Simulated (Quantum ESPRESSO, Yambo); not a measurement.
## MgS: DFT and GW levels

MgS is taken in the cubic space group Fm-3m (No. 225), the rock salt structure, Pearson symbol cF8. Lattice parameters: a = b = c = 5.183 Å, α = β = γ = 90.00°. Mg on 4a sees 6 S at 2.592 Å (octahedral). S on 4b is coordinated by 6 Mg at 2.592 Å (octahedral). (Neighbours: up to the widest gap in distance over summed covalent radii, below 1.35, at either atom; cation-cation contacts left out.)
(The calculation used a cell of 2 atoms; values per cell refer to that cell.)

Cell and atoms were relaxed with PBEsol from Materials Project entry mp-1315, within its symmetry.

Starting point: PBEsol (Quantum ESPRESSO, PseudoDojo norm-conserving, 84 Ry, without SOC). G0W0 in Yambo: 6×6×6 Γ-centred k mesh, bands 5 to 80 and a 10 Ry block in the screening, 80 bands in G with the Bruneval-Gonze terminator, plasmon pole fitted at 27.2 eV.

```
Item                                                 Value
-------------------------------------------------  -------
PBEsol gap along the band path                     2.73 eV
PBEsol gap between the mesh's edge points (Γ → X)  2.73 eV
G0W0 gap between the same points                   4.54 eV
PBEsol smallest direct gap on the mesh (at Γ)      3.68 eV
G0W0 direct gap at that point                      5.37 eV
```

```csv
k point,band,E PBEsol (eV),E QP (eV),shift (eV),Z
Γ,VB,0.00,-1.15,-1.15,0.78
Γ,CB,3.68,4.23,0.55,0.81
L,VB,-0.61,-1.78,-1.18,0.78
L,CB,4.41,4.97,0.56,0.82
X,VB,-1.73,-2.93,-1.20,0.78
X,CB,2.73,3.40,0.67,0.82
```

Energies count from the PBEsol valence-band maximum.

Nearest settings tried, and what they do to the gap: 49 bands in G: +1 meV; 49 bands in W, 49 bands in G: -33 meV; 8 Ry block (113 vectors against 169): -44 meV. Not varied: mesh. So the settings aren't converged at that level.
